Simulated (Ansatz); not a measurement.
ZnS:
```cif
data_S8Zn8
_chemical_formula_sum 'Zn8 S8'
_space_group_name_H-M_alt 'P63mc'
_space_group_IT_number 186
_space_group_name_Hall 'P 6c -2c'
_cell_length_a 3.80958
_cell_length_b 3.80958
_cell_length_c 24.91235
_cell_angle_alpha 90.000
_cell_angle_beta 90.000
_cell_angle_gamma 120.000
loop_
_atom_site_label
_atom_site_type_symbol
_atom_site_symmetry_multiplicity
_atom_site_Wyckoff_symbol
_atom_site_fract_x
_atom_site_fract_y
_atom_site_fract_z
_atom_site_occupancy
Zn1 Zn 2 b 0.66667 0.33333 0.25003 1
Zn2 Zn 2 b 0.33333 0.66667 0.12494 1
Zn3 Zn 2 a 0.00000 0.00000 0.00004 1
Zn4 Zn 2 b 0.33333 0.66667 0.37516 1
S1 S 2 a 0.00000 0.00000 0.09372 1
S2 S 2 b 0.33333 0.66667 0.46881 1
S3 S 2 b 0.33333 0.66667 0.21862 1
S4 S 2 b 0.66667 0.33333 0.34388 1
```

This is the r²SCAN-relaxed structure.

Question: All from DFT-r²SCAN in the program Ansatz with PAW potentials, unless another level is named. Give the electron effective mass.

Answer: 0.19 mₑ (isotropic).

Question: Predict the band gap.

Answer: 2.72 eV (direct).

Question: Predict the HSE06 gap on the r²SCAN cell.

Answer: 3.39 eV.

Question: Next, the formation energy from the elements (no fitted shifts)?

Answer: -0.98 eV/atom.

Question: Give the valence-band maximum.

Answer: at Γ.

Question: Predict the weight of the conduction-edge state by species (Voronoi cells).

Answer: Zn 59 %, S 41 %.

Space group P6_3mc. The workflow started from a Materials Project entry (that database holds measured and hypothetical structures alike). Its sites differ from those of the usual phase in this space group: another stacking or structure type. The r²SCAN relaxation kept the symmetry of its start; its stability against distortions is not shown here. The references are the lowest solids computed at this level, not always the standard phases.

Potentials: the later of the program's two PAW sets.
